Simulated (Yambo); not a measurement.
Input:

```xyz
2
Lattice="3.9495 0.0000 0.0000 0.0000 3.9495 0.0000 0.0000 0.0000 3.9495" Properties=species:S:1:pos:R:3 pbc="T T T"
Br     1.9748     1.9748     1.9748
Rb     0.0000     0.0000     0.0000
```

Workflow: norm-conserving PBEsol (Quantum ESPRESSO, 46 Ry, no spin-orbit coupling), then G0W0 in Yambo (4×4×4 Γ-centred k mesh, 155 bands and a 10 Ry block in the screening, 155 bands in G with the Bruneval-Gonze terminator, plasmon pole fitted at 27.2 eV).

Give the PBEsol and G0W0 gaps between the band edges found on this mesh, and say where the edges lie.

Edges: M → Γ. PBEsol: 4.38 eV; G0W0: 6.82 eV. Convergence of the G0W0 settings was not tested. Spin-orbit splittings are left out.

Geometry strained from the cell relaxed with PBEsol, atoms relaxed again.

This is not the ordinary phase of the substance; no match was found in the copy of COD used, and its stability was not checked.
